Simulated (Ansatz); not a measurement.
Sr3P4:
```cif
data_P8Sr6
_chemical_formula_sum 'Sr6 P8'
_space_group_name_H-M_alt 'P 1'
_space_group_IT_number 1
_cell_length_a 9.06612
_cell_length_b 7.63241
_cell_length_c 11.12328
_cell_angle_alpha 54.007
_cell_angle_beta 42.933
_cell_angle_gamma 83.061
loop_
_space_group_symop_operation_xyz
  'x, y, z'
loop_
_atom_site_label
_atom_site_type_symbol
_atom_site_fract_x
_atom_site_fract_y
_atom_site_fract_z
_atom_site_occupancy
Sr1 Sr 0.57879 0.91910 0.08499 1
Sr2 Sr 0.91910 0.57879 0.41713 1
Sr3 Sr 0.83287 0.16501 0.33090 1
Sr4 Sr 0.16501 0.83287 0.67121 1
Sr5 Sr 0.50499 0.50499 0.99501 1
Sr6 Sr 0.25499 0.25499 0.74501 1
P1 P 0.08437 0.91951 0.41755 1
P2 P 0.91951 0.08437 0.57857 1
P3 P 0.67143 0.83245 0.33049 1
P4 P 0.83245 0.67143 0.16563 1
P5 P 0.52063 0.99588 0.82324 1
P6 P 0.99588 0.52063 0.66024 1
P7 P 0.58976 0.42676 0.25412 1
P8 P 0.42676 0.58976 0.72937 1
```

Relaxed with PBEsol.

### Question
Tabulate the valence density and the electron localisation function along the shortest Sr–P contact (3.00 Å), plane-wave PAW PBEsol (Ansatz code).

### Answer


```
distance from Sr (Å)  density (e/Å³)   ELF
--------------------  --------------  ----
0.30                            2.35  0.31
0.45                            2.73  0.68
0.60                            2.36  0.83
0.75                            1.59  0.85
0.90                            0.90  0.78
1.05                            0.47  0.49
1.20                            0.26  0.19
1.35                            0.19  0.12
1.50                            0.19  0.22
1.65                            0.23  0.48
1.80                            0.30  0.70
1.95                            0.41  0.79
2.10                            0.55  0.81
2.25                            0.67  0.78
2.40                            0.67  0.59
2.55                            0.49  0.19
2.70                            0.23  0.01
```

The density is the valence pseudo-density with augmentation charge, so density and ELF within about 1 Å of a nucleus are not all-electron values.

Space group Fdd2. The workflow started from a Materials Project entry (that database holds measured and hypothetical structures alike); the Crystallography Open Database files this formula in space group No. 43, but the cells were not matched. Its standing as an ambient phase is unchecked. The cell was relaxed with PBEsol under the symmetry of its start; whether a distortion lowers the energy is not shown.

Potentials: the later of the program's two PAW sets.
